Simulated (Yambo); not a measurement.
Yambo run on MgB₂C₂ (space group Pnnm, No. 58). The wavefunctions are norm-conserving PBEsol (Quantum ESPRESSO, 84 Ry, no spin-orbit coupling) ones on a 4×2×4 mesh (24 occupied bands); a = 4.615 Å, b = 7.179 Å, c = 2.765 Å, α = β = γ = 90.00°.

Yambo input:

```
rim_cut
gw0
dyson
el_el_corr
HF_and_locXC
ppa
em1d
RandQpts= 1000000
RandGvec= 1 Ry
EXXRLvcs= 84 Ry
VXCRLvcs= 336 Ry
Chimod= "HARTREE"
% BndsRnXp
 9 | 139 |
%
NGsBlkXp= 7 Ry
% LongDrXp
 1.0 | 1.0 | 1.0 |
%
PPAPntXp= 27.2114 eV
% GbndRnge
 1 | 58 |
%
GTermKind= "BG"
DysSolver= "n"
ExtendOut
% QPkrange
 1 | 1 | 24 | 25 |
 2 | 2 | 25 | 25 |
%
```

k points by index: 1 = Γ, 2 = (0, 0, 0.25).

Resulting energies as the program prints them:

```
#    K-point    Band    Eo [eV]    E [eV]    E-Eo [eV]    Vxc [eV]    Vnlxc [eV]    Sc|Eo [eV]    Sc|E [eV]    dSc/dw|Eo [eV]    Re(Z)    Im(Z)
#
    1    24    0.000000    -0.172523    -0.172523    -15.19095    -17.68888    2.282630    2.325411    -6.744096    0.801382    -0.001272
    1    25    1.744410    2.258397    0.513987    -12.76698    -9.411671    -2.718619    -2.841324    -6.495307    0.807297    -0.001293
    2    25    1.233940    1.733584    0.499644    -11.06171    -7.016512    -3.429205    -3.545552    -6.335280    0.811148    -0.001285
```
(The two width columns are left out.) Convergence of these settings isn't established.

Geometry of the Materials Project entry, not relaxed at this level.

The structure is a Materials Project entry; no match was found in the copy of COD used, and its stability was not checked.
